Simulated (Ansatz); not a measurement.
SnO₂:
```
SnO2
1.0
    4.72180     0.00000     0.00000
    0.00000     4.72329     0.00000
    0.00000     0.00000     3.19029
Sn O
2 4
Direct
  0.50000   0.50000   0.50000
  0.00000   0.00000   0.00000
  0.30600   0.30614   0.00000
  0.69400   0.69386   0.00000
  0.80600   0.19386   0.50000
  0.19400   0.80614   0.50000
```

Relaxed with LDA. Special points in fractions of this cell's reciprocal vectors: Γ (0.000, 0.000, 0.000); X (0.500, 0.000, 0.000); S (0.500, 0.500, 0.000); Y (0.000, 0.500, 0.000); Z (0.000, 0.000, 0.500); U (0.500, 0.000, 0.500); R (0.500, 0.500, 0.500); T (0.000, 0.500, 0.500).

Task: List the band energies nearest the valence-band maximum at these points for DFT-LDA in the program Ansatz with PAW potentials.

Result: In eV from the valence-band maximum; about four levels below and three above (degenerate sets whole), none deeper than 8.9 eV; points with the same levels are listed once.

```json
[
 {"k": "Γ", "below": "-1.27 -1.27 -0.80 -0.80 0.00", "above": "1.16 5.95 6.09 6.10"},
 {"k": "X", "below": "-1.23 -1.23 -0.65 -0.65", "above": "4.33 4.33 6.85 6.85"},
 {"k": "S", "below": "-1.35 -1.35 -0.91 -0.91", "above": "4.72 4.72 7.33 7.33"},
 {"k": "Z", "below": "-1.72 -1.72 -1.28 -1.28", "above": "6.05 6.05 9.55 9.55"},
 {"k": "U", "below": "-1.13 -1.13 -0.71 -0.71", "above": "6.33 6.33 7.91 7.91"},
 {"k": "R", "below": "-0.98 -0.98 -0.85 -0.85", "above": "4.71 4.71 8.66 8.66"}
]
```

Space group P4_2/mnm (rutile). The LDA relaxation kept the symmetry of its start; of distortions, only those at the zone centre were tested. Point labels and valley counts follow the cell and symmetry of the run, lower than the named group. Spin–orbit coupling is left out wherever it is not named.

Potentials: the later of the program's two PAW sets.
